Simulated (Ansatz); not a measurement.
Bi₂TeO₂:
```cif
data_Bi2O2Te
_chemical_formula_sum 'Bi2 Te1 O2'
_space_group_name_H-M_alt 'P 1'
_space_group_IT_number 1
_cell_length_a 6.84324
_cell_length_b 6.84324
_cell_length_c 6.84324
_cell_angle_alpha 146.573
_cell_angle_beta 146.573
_cell_angle_gamma 47.997
loop_
_space_group_symop_operation_xyz
  'x, y, z'
loop_
_atom_site_label
_atom_site_type_symbol
_atom_site_fract_x
_atom_site_fract_y
_atom_site_fract_z
_atom_site_occupancy
Bi1 Bi 0.15223 0.15223 0.00000 1
Bi2 Bi 0.84777 0.84777 0.00000 1
Te1 Te 0.50000 0.50000 0.00000 1
O1 O 0.25000 0.75000 0.50000 1
O2 O 0.75000 0.25000 0.50000 1
```

Relaxed with LDA.

### Question
Which orbitals make up the states near the Fermi level in DFT-LDA in the program Ansatz with PAW potentials?

### Answer
Within 0.5 eV of the Fermi level: Te 5p 71 %, Bi 6p 17 %, O 2p 5 %. Projections are on Löwdin-orthogonalised atomic valence shells; empty p or d shells of many metals are not among them.

### Question
Tabulate the density of states.

### Answer
States/eV per cell of 5 atoms, in 0.25 eV bins, energy from the Fermi level.

| E (eV) | total | O 2p | Bi 6p | Te 5p |
|---|---|---|---|---|
| -7.85 | 0.05 | 0.00 | 0.00 | 0.00 |
| -7.60 | 0.00 | 0.00 | 0.00 | 0.00 |
| -7.35 | 0.00 | 0.00 | 0.00 | 0.00 |
| -7.10 | 0.00 | 0.00 | 0.00 | 0.00 |
| -6.85 | 0.41 | 0.24 | 0.13 | 0.03 |
| -6.60 | 2.11 | 1.19 | 0.66 | 0.16 |
| -6.35 | 4.22 | 2.50 | 1.22 | 0.26 |
| -6.10 | 2.48 | 1.52 | 0.70 | 0.16 |
| -5.85 | 2.58 | 1.60 | 0.74 | 0.15 |
| -5.60 | 2.18 | 1.38 | 0.60 | 0.12 |
| -5.35 | 2.39 | 1.46 | 0.67 | 0.15 |
| -5.10 | 2.38 | 1.45 | 0.65 | 0.16 |
| -4.85 | 3.42 | 2.05 | 0.92 | 0.30 |
| -4.60 | 3.39 | 2.14 | 0.80 | 0.28 |
| -4.35 | 3.74 | 2.39 | 0.83 | 0.23 |
| -4.10 | 3.25 | 2.16 | 0.66 | 0.20 |
| -3.85 | 2.61 | 1.77 | 0.48 | 0.21 |
| -3.60 | 2.93 | 2.01 | 0.51 | 0.23 |
| -3.35 | 4.12 | 2.98 | 0.62 | 0.20 |
| -3.10 | 3.29 | 2.51 | 0.36 | 0.20 |
| -2.85 | 2.57 | 1.93 | 0.20 | 0.29 |
| -2.60 | 2.24 | 1.27 | 0.12 | 0.73 |
| -2.35 | 1.44 | 0.32 | 0.13 | 0.89 |
| -2.10 | 1.72 | 0.35 | 0.17 | 1.06 |
| -1.85 | 3.54 | 0.82 | 0.34 | 2.08 |
| -1.60 | 4.59 | 1.01 | 0.41 | 2.71 |
| -1.35 | 4.15 | 0.82 | 0.28 | 2.64 |
| -1.10 | 1.91 | 0.38 | 0.14 | 1.16 |
| -0.85 | 2.13 | 0.36 | 0.17 | 1.37 |
| -0.60 | 1.18 | 0.14 | 0.08 | 0.88 |
| -0.35 | 0.67 | 0.04 | 0.03 | 0.57 |
| -0.10 | 0.35 | 0.01 | 0.02 | 0.31 |
| 0.15 | 0.10 | 0.00 | 0.07 | 0.01 |
| 0.40 | 0.19 | 0.01 | 0.13 | 0.02 |
| 0.65 | 0.40 | 0.03 | 0.26 | 0.03 |
| 0.90 | 0.68 | 0.07 | 0.43 | 0.06 |
| 1.15 | 1.06 | 0.12 | 0.64 | 0.11 |
| 1.40 | 1.67 | 0.20 | 1.03 | 0.15 |
| 1.65 | 2.37 | 0.28 | 1.50 | 0.19 |
| 1.90 | 2.50 | 0.37 | 1.58 | 0.17 |
| 2.15 | 3.05 | 0.48 | 1.98 | 0.17 |
| 2.40 | 3.74 | 0.65 | 2.40 | 0.22 |
| 2.65 | 3.40 | 0.53 | 2.20 | 0.26 |
| 2.90 | 2.39 | 0.36 | 1.53 | 0.22 |
| 3.15 | 2.26 | 0.38 | 1.43 | 0.19 |
| 3.40 | 2.63 | 0.39 | 1.68 | 0.27 |
| 3.65 | 3.18 | 0.47 | 2.06 | 0.34 |
| 3.90 | 3.17 | 0.52 | 1.97 | 0.36 |
| 4.15 | 2.39 | 0.39 | 1.45 | 0.31 |
| 4.40 | 2.85 | 0.41 | 1.66 | 0.43 |
| 4.65 | 3.82 | 0.52 | 2.14 | 0.62 |

Space group I4/mmm. The workflow started from a Materials Project entry (that database holds measured and hypothetical structures alike); the Crystallography Open Database copy checked does not list it. Its standing as an ambient phase is unchecked. The LDA relaxation kept the symmetry of its start; its stability against distortions is not shown here. A small band overlap can be real or an error of a semilocal functional. Spin–orbit coupling is left out wherever it is not named.

Potentials: the later of the program's two PAW sets.
